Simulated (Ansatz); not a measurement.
A geometry of Cu₂O away from equilibrium: step 2 of the relaxation of a relaxed Cu2O cell with every coordinate shifted by Gaussian noise of σ = 0.1 Å. Calculation: PBE (plane waves to 420 eV, PAW, scalar-relativistic; Ansatz, a first-principles code). Γ-centred k-mesh 6×6×6 on the run's cell (coarser than for final values), Fermi–Dirac smearing 0.05 eV.

```yaml
crystal:
  lattice:
    - [4.29842, 0.01087, -0.02425]
    - [0.01087, 4.29741, -0.00444]
    - [-0.02425, -0.00444, 4.30166]
  atoms:
    - { symbol: Cu, position: [0.76959, 0.74134, 0.76347] }
    - { symbol: Cu, position: [0.76358, 0.25093, 0.27029] }
    - { symbol: Cu, position: [0.24691, 0.74168, 0.23160] }
    - { symbol: Cu, position: [0.26116, 0.26657, 0.76407] }
    - { symbol: O, position: [0.00157, 0.02694, 0.98219] }
    - { symbol: O, position: [0.49112, 0.47615, 0.50453] }
```

Task: Predict the force on each atom, in eV/Å.

Result: 
```tsv
atom	Fx	Fy	Fz
Cu1	-0.81	-0.60	-0.76
Cu2	0.18	-0.26	-0.51
Cu3	0.04	0.01	0.13
Cu4	-0.51	-0.42	0.32
O5	0.03	-0.68	1.30
O6	1.07	1.95	-0.48
```

Task: What is the pressure?

Result: +1.1 GPa, compression positive.

Task: How much energy per atom can still be gained by relaxing?

Result: 0.05 eV/atom; the path ends in Pn-3m (No. 224) (AFLOW prototype A2B_cP6_224_b_a (C3, as in Cu2O)).

No spin polarisation in the result. No Hubbard U is applied.
